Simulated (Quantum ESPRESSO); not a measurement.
# Band energies of CsNbN$_{2}$

```xyz
8
Lattice="0.0000 4.4812 4.4812 4.4812 0.0000 4.4812 4.4812 4.4812 0.0000" Properties=species:S:1:pos:R:3 pbc="T T T"
N      1.1203     1.1203     1.1203
N      1.1203     3.3609     3.3609
N      3.3609     3.3609     1.1203
N      3.3609     1.1203     3.3609
Nb     2.2406     2.2406     2.2406
Nb     0.0000     0.0000     0.0000
Cs     6.7217     6.7217     6.7217
Cs     4.4812     4.4812     4.4812
```

PBEsol (Quantum ESPRESSO, PseudoDojo norm-conserving, 84 Ry, without SOC); path ΓXWKΓLUWLK,UX; energies in eV from the valence-band maximum.

```
k (1/Å)  point  band 28  band 29  band 30  band 31  band 32  band 33  band 34  band 35
-------  -----  -------  -------  -------  -------  -------  -------  -------  -------
0.00         Γ    -1.21    -1.21    -0.01    -0.01    -0.01     1.60     1.60     2.46
0.23              -1.32    -1.32    -0.62    -0.22    -0.22     1.83     2.28     2.60
0.47              -1.62    -1.62    -1.55    -0.43    -0.43     2.29     2.85     3.42
0.70         X    -2.37    -1.80    -1.80    -0.48    -0.48     2.74     2.74     4.06
0.70         W    -2.33    -1.50    -1.50    -0.79    -0.79     3.08     3.08     3.88
0.95         K    -2.16    -1.56    -1.52    -0.96    -0.47     2.58     3.40     3.90
1.13              -1.85    -1.32    -1.29    -1.10    -0.42     2.38     3.18     3.51
1.51              -1.30    -1.27    -0.43    -0.19    -0.13     1.86     1.89     2.62
1.69         Γ    -1.21    -1.21    -0.01    -0.01    -0.01     1.60     1.60     2.46
1.89              -1.32    -1.32    -0.40    -0.40    -0.01     1.87     1.87     2.79
2.30         L    -2.17    -1.94    -0.89    -0.89     0.00     2.09     2.09     3.56
2.51              -2.13    -1.58    -1.07    -1.05    -0.33     2.31     2.77     3.59
2.73         U    -2.16    -1.56    -1.52    -0.96    -0.47     2.58     3.40     3.90
2.73         W    -2.33    -1.50    -1.50    -0.79    -0.79     3.08     3.08     3.88
2.85              -2.15    -1.45    -1.45    -0.96    -0.61     2.72     3.32     3.64
2.98              -2.12    -1.52    -1.20    -1.00    -0.41     2.40     2.91     3.60
3.22         L    -2.17    -1.94    -0.89    -0.89     0.00     2.09     2.09     3.56
3.33              -2.16    -1.78    -0.94    -0.92    -0.12     2.15     2.29     3.57
3.44              -2.13    -1.58    -1.07    -1.05    -0.33     2.31     2.77     3.59
3.65         K    -2.16    -1.56    -1.52    -0.96    -0.47     2.58     3.40     3.90
3.65         U    -2.16    -1.56    -1.52    -0.96    -0.47     2.58     3.40     3.90
3.90         X    -2.37    -1.80    -1.80    -0.48    -0.48     2.74     2.74     4.06
```

The PBEsol gap is 1.60 eV and nearly direct: the edges lie at L and Γ, the smallest direct gap within 0.02 eV of it. Another valence extremum on the path lies within 0.02 eV, too close to call.

Spin-orbit splittings are left out.

Geometry of the Materials Project entry, not relaxed at this level.

The structure is a Materials Project entry; no match was found in the copy of COD used, and its stability was not checked.
